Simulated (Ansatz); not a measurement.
Space group I4/mmm (No. 139). a = 3.202 Å, b = 3.202 Å, c = 7.819 Å, α = 90.00°, β = 90.00°, γ = 90.00°
| atom | site | symmetry | x | y | z |
| --- | --- | --- | --- | --- | --- |
| Si | 4e | 4mm | 0.0000 | 0.0000 | 0.3353 |
| Mo | 2a | 4/mmm | 0.0000 | 0.0000 | 0.0000 |

Equation of state of this Si₂Mo structure (not necessarily the ground state), with shape and atoms relaxed at each volume where symmetry leaves them free. It has no gap at any of these volumes. All numbers below come from DFT r2SCAN, scalar-relativistic, plane waves, PAW (Ansatz).

Settings: cutoff 500 eV, Γ-centred mesh 18×18×18 on the computed 3-atom cell, Gaussian smearing of 0.10 eV; no spin polarisation.

```
V (Å³/atom) E − E(largest V) (meV/atom) P (GPa)
     12.557                         7.02    15.42
     12.958                       -20.82     7.08
     13.358                       -29.40    -0.01
     13.759                       -21.63    -6.03
     14.160                         0.00   -11.12
```

Fit a third-order Birch–Murnaghan equation to E(V).

V0 = 13.36 Å³/atom, B0 = 217 GPa, B0' = 4.5.